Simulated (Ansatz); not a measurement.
YRh:
```
YRh
1.0
    3.41641     0.00000     0.00000
    0.00000     3.41641     0.00000
    0.00000     0.00000     3.41641
Y Rh
1 1
Direct
  0.50000   0.50000   0.50000
  0.00000   0.00000   0.00000
```

Relaxed with r²SCAN. Special points in fractions of this cell's reciprocal vectors: Γ (0.000, 0.000, 0.000); X (0.000, 0.500, 0.000); M (0.500, 0.500, 0.000); R (0.500, 0.500, 0.500).

Q: List the band energies nearest the Fermi level at these points for DFT-r²SCAN in the program Ansatz with PAW potentials.

A: In eV from the Fermi level; about four levels below and three above (degenerate sets whole), none deeper than 8.9 eV; points with the same levels are listed once.

| k | below | above |
|---|---|---|
| Γ | -4.04 -4.04 -1.82 -1.82 -1.82 | 2.44 2.44 6.15 6.15 6.15 |
| X | -2.47 -2.00 -2.00 -1.50 | 0.42 0.60 2.51 2.51 |
| M | -3.92 -2.79 -2.79 -0.69 | 0.29 1.75 1.75 |
| R | -1.06 -1.06 -1.06 -0.64 -0.64 | 5.22 7.08 7.08 |

Space group Pm-3m (CsCl type). The workflow started from an entry of the Crystallography Open Database (COD). Whether it is the stable phase at ambient conditions was not checked. The cell was relaxed with r²SCAN under the symmetry of its start; its stability against distortions is not shown here. The run is not spin-polarised. Spin–orbit coupling is left out wherever it is not named.

Potentials: the later of the program's two PAW sets.
